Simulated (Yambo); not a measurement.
Absorption of Rb2PtH6 (space group Fm-3m, No. 225) with and without the electron-hole interaction (Yambo, LDA bands; 4×4×4 mesh, 9 valence and 14 conduction bands, static screening with 76 bands and a 3 Ry block, scissor 2.50 eV, Tamm-Dancoff; field along x).

```csv
E (eV),"Im ε, BSE","Im ε, independent quasiparticles"
4.25,0.14,0.05
4.35,0.15,0.05
4.45,0.18,0.05
4.55,0.20,0.06
4.65,0.23,0.06
4.75,0.28,0.07
4.85,0.34,0.07
4.95,0.42,0.08
5.05,0.54,0.08
5.15,0.73,0.09
5.25,1.07,0.10
5.35,1.73,0.11
5.45,3.06,0.12
5.55,4.62,0.13
5.65,4.11,0.15
5.75,3.74,0.17
5.85,5.03,0.20
5.95,6.23,0.25
6.05,4.31,0.32
6.15,2.66,0.46
6.25,2.05,0.65
6.35,2.09,0.68
6.45,2.66,0.67
6.55,3.57,0.81
6.65,3.61,1.16
6.75,3.14,1.89
6.85,2.90,2.91
6.95,3.22,3.53
7.05,3.84,3.11
7.15,4.45,2.67
7.25,3.56,3.08
7.35,2.70,3.57
7.45,2.80,3.34
7.55,3.92,3.37
7.65,4.97,3.41
7.75,4.03,3.42
7.85,2.90,3.95
7.95,2.34,4.18
8.05,2.03,4.58
8.15,1.76,4.38
8.25,1.48,4.71
8.35,1.31,4.97
8.45,1.18,4.65
8.55,1.06,3.88
8.65,0.96,3.24
8.75,1.08,3.17
8.85,1.26,3.41
8.95,1.49,3.59
9.05,1.45,3.47
9.15,1.27,2.81
9.25,1.19,2.13
9.35,1.33,1.97
9.45,1.38,2.01
9.55,1.53,2.15
9.65,1.52,2.34
9.75,1.35,1.99
9.85,1.24,1.58
9.95,1.48,1.58
10.05,1.85,1.69
10.15,2.01,1.58
10.25,1.80,1.46
10.35,1.50,1.27
10.45,1.31,1.18
10.55,1.23,1.23
10.65,1.27,1.29
10.75,1.18,1.48
10.85,1.24,1.77
10.95,1.27,2.00
11.05,1.49,2.06
11.15,1.55,2.04
```

The scissor comes from a G0W0 run whose convergence isn't established. Broadening 0.15 eV. The band window holds all transitions up to 13.5 eV. Fine structure above the onset can come from the mesh.

Spin-orbit coupling is left out, which matters for elements this heavy: edges can move by tenths of an eV.

Geometry of the Materials Project entry, not relaxed at this level; primitive cell a = b = c = 6.0257 Å, α = β = γ = 60.00°.

The structure is a Materials Project entry; no match was found in the copy of COD used, and its stability was not checked.
